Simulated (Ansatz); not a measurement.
Here is an unrelaxed guess for Si2C.

```cif
data_structure
_symmetry_space_group_name_H-M 'P 1'
_symmetry_Int_Tables_number 1
_cell_length_a 4.9368
_cell_length_b 4.9368
_cell_length_c 4.9368
_cell_angle_alpha 60.000
_cell_angle_beta 60.000
_cell_angle_gamma 60.000
_cell_volume 85.08
loop_
_atom_site_label
_atom_site_type_symbol
_atom_site_fract_x
_atom_site_fract_y
_atom_site_fract_z
_atom_site_occupancy
Si1 Si 0.37973 0.37973 0.37973 1
Si2 Si 0.37973 0.37973 0.86080 1
Si3 Si 0.37973 0.86080 0.37973 1
Si4 Si 0.86080 0.37973 0.37973 1
C1 C 0.00000 0.00000 0.00000 1
C2 C 0.25000 0.25000 0.25000 1
```

All numbers below come from Ansatz 0.2.0, DFT PBE, scalar-relativistic, plane waves, PAW. Plane waves to 420 eV, a k mesh through Γ of 4×4×4 on the computed 6-atom cell and Gaussian smearing (0.10 eV); no spin polarisation.

Energies over the elements count from the elements' standard structures at the same level, with no fitted energy shifts.

Question: Estimate its pressure, forces and energy as it stands.

Answer: The pressure is 37.3 GPa (it wants to expand), the largest force is 10.97 eV/Å, and the energy is +2.45 eV/atom against the elements. The shortest distance is 1.57 Å.

Question: How much does it gain on relaxing, and where does it end?

Answer: Relaxing gains about 0.77 eV/atom (the start's value is from the coarse mesh, so the gain is rough) in 13 ionic steps and ends at +1.69 eV/atom on the finer mesh. The symmetry stays F-43m (No. 216). The volume per atom grows by 24.9 %, from 14.2 to 17.7 Å³. The shortest distance goes from 1.57 Å (Si–C) to 1.83 Å (Si–C). Conventional cell: a = 7.518 Å. Si has 1 C at 1.83 Å, 3 Si at 2.32 Å, 3 Si at 3.00 Å and 3 C at 3.16 Å; C on its first site is surrounded by 12 Si at 3.16 Å and 4 C at 3.26 Å (long contacts); C on its second site has 4 Si at 1.83 Å and 4 C at 3.26 Å.

The last run used collinear spin, a 10×10×10 mesh for its 6-atom cell and Gaussian smearing of 0.10 eV. The reference form of C is held partly by dispersion forces, which this level lacks. Another magnetic order may lie lower. The relaxation can't lower the symmetry of the start. Symmetry constrained the relaxation, so the result can be a saddle point. Another cell of Si2C relaxed alike but without spin, in P-3m1, lies 1.08 eV/atom lower, so this cell isn't the stable form at this level.
